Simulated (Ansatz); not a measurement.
# Formation energy of CsCl-type LaRe

The computed numbers are results of r²SCAN, scalar-relativistic (no spin polarisation) in the plane-wave PAW code Ansatz at 500 eV, 10×10×10 k-mesh, Gaussian smearing of 0.05 eV; PAW files: Ansatz's generated set soft_2.

The start was a prototype's sites filled with these elements, not a measured cell.

Symmetry: Pm-3m, No. 221, cubic system. Conventional cell: a = 3.573 Å, b = 3.573 Å, c = 3.573 Å, α = 90.00°, β = 90.00°, γ = 90.00°. La (site symmetry m-3m) has 8 Re at 3.09 Å as nearest neighbours. Re (site symmetry m-3m) is surrounded by 8 La at 3.09 Å. (Shells end 15 % past the nearest neighbour.)

The elements were computed in their standard states with the same datasets, cutoff and functional. Total energies depend on the potentials used, so only differences within one code and one set of settings carry meaning.

Energy of the relaxed cell (2 atoms, smearing extrapolated to zero): -17143.709 eV. Elements, in eV/atom: La -6264.678, Re -10880.813.

Question: What is the formation energy?

Answer: [-17143.709 − (1 × -6264.678 + 1 × -10880.813)] / 2 = 0.89 eV/atom, or 86 kJ per mole of atoms.

The value is for 0 K, without zero-point energy. A positive value means that this structure is unstable even against the elements at this level.

For elements this heavy, spin–orbit coupling would shift levels and gaps; it isn't included here.
